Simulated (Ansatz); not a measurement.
TlHg3:
```cif
data_Hg3Tl
_chemical_formula_sum 'Hg3 Tl1'
_space_group_name_H-M_alt 'Pm-3m'
_space_group_IT_number 221
_space_group_name_Hall '-P 4 2 3'
_cell_length_a 4.65479
_cell_length_b 4.65479
_cell_length_c 4.65479
_cell_angle_alpha 90.000
_cell_angle_beta 90.000
_cell_angle_gamma 90.000
loop_
_atom_site_label
_atom_site_type_symbol
_atom_site_symmetry_multiplicity
_atom_site_Wyckoff_symbol
_atom_site_fract_x
_atom_site_fract_y
_atom_site_fract_z
_atom_site_occupancy
Hg1 Hg 3 c 0.00000 0.50000 0.50000 1
Tl1 Tl 1 a 0.00000 0.00000 0.00000 1
```

This is the PBEsol-relaxed structure.

Q: All from plane-wave PAW PBEsol (Ansatz code), unless another level is named. Give the Hill bulk and shear moduli.

A: 34.9 and 5.2 GPa.

Q: What about the elastic constants (relaxed ions, GPa)?

A: C11 = 40.0, C12 = 32.4, C44 = 6.4.

The workflow started from an entry of the Crystallography Open Database (COD). Its standing as an ambient phase is unchecked. The PBEsol relaxation kept the symmetry of its start; its stability against distortions is not shown here. As this level gives no gap, shear constants depend on the k-mesh and smearing (Fermi–Dirac, 0.1 eV here). Scalar-relativistic: spin–orbit coupling is off unless named, which matters more the heavier the elements.

Potentials: the later of the program's two PAW sets.
